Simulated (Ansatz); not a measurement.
One crystal and one scan (energy against volume) at two levels, PBE (plane waves to 420 eV, PAW, scalar-relativistic; Ansatz, a first-principles code) and PBEsol (plane waves to 420 eV, PAW, scalar-relativistic; Ansatz), each from its own relaxed cell and on its own mesh. The cell shown is that of PBE.

HgSe (zinc blende)

```xyz
2
Lattice="0.0000 3.1300 3.1300 3.1300 0.0000 3.1300 3.1300 3.1300 0.0000" Properties=species:S:1:pos:R:3 pbc="T T T"
Se     4.6950     4.6950     4.6950
Hg     0.0000     0.0000     0.0000
```

This relaxed cell (volume V₀) is scaled evenly in all directions, its shape held. Symmetry pins the atoms to their sites.

E stands for the smeared free energy. HgSe was relaxed with its symmetry unable to fall. Spin-orbit coupling is left out, though Hg is heavy. Percentages come from the unrounded values. Both scans cover V/V₀ from 0.840 to 1.160.

Results of PBE:

```
Quantity                                                 Result
-------------------------------------------------------  ------
Lattice constant a (Å)                                    6.260
Pressure at the smallest volume (GPa)                      11.5
Energy cost of the largest compression (meV/atom)           148
Energy cost of the largest expansion (meV/atom)              77
Bulk modulus B₀ (third-order Birch-Murnaghan fit) (GPa)    42.5
Pressure for 5 % compression (fit) (GPa)                    2.5
```

Problem. Estimate the PBEsol values.

Solution. 
```tsv
quantity	PBEsol	PBE − PBEsol
Lattice constant a (Å)	6.133	+0.127 (+2.1 %)
Pressure at the smallest volume (GPa)	13.9	-2.4 (-17 %)
Energy cost of the largest compression (meV/atom)	168	-20 (-12 %)
Energy cost of the largest expansion (meV/atom)	88	-11 (-12 %)
Bulk modulus B₀ (third-order Birch-Murnaghan fit) (GPa)	51.5	-9.0 (-18 %)
Pressure for 5 % compression (fit) (GPa)	3.0	-0.5 (-17 %)
```

PBE gives the higher value for: lattice constant a. PBE gives the lower value for: pressure at the smallest volume; energy cost of the largest compression; energy cost of the largest expansion; bulk modulus B₀; pressure for 5 % compression. (PBE) At this level the bands of HgSe touch or barely overlap. (PBEsol) At this level the bands of HgSe touch or barely overlap. For the lattice constant a the reference is 6.085 Å (measured, room temperature or unstated; as given in Cardona, M., Kremer, R. K., Lauck, R. et al., (2009), arXiv:0908.2634): it holds thermal shifts, so no verdict is drawn. For the bulk modulus B₀ the reference is 50 GPa (measured, room temperature or unstated; as given in Cormac Toher, Corey Oses, Jose J. Plata et al., Physical Review Materials (2017), arXiv:1611.05714): it holds thermal shifts, so no verdict is drawn.  Neither level is exact: the differences show how much the result hangs on the functional.

(Under strain, the slope of the energy per volume gives the stress and its curvature an elastic modulus.)
